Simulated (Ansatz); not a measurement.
Lu (hcp (Mg type)), relaxed with LDA (Ansatz, a program for electronic structure, plane waves, PAW): a = 3.382 Å, b = 3.382 Å, c = 5.239 Å, α = 90.00°, β = 90.00°, γ = 120.00°.

Q: The same phase is relaxed and computed with PBE in the same code. What is the cell now?

A: a = 3.507 Å, b = 3.507 Å, c = 5.459 Å, α = 90.00°, β = 90.00°, γ = 120.00°.

All cells were relaxed under the symmetry of their starts (and spin orders); stability against distortions was not tested throughout. Scalar-relativistic: spin–orbit coupling is off unless named, which matters more the heavier the elements.

Potentials: the earlier of the program's two PAW sets.

Ansatz is a plane-wave DFT program.
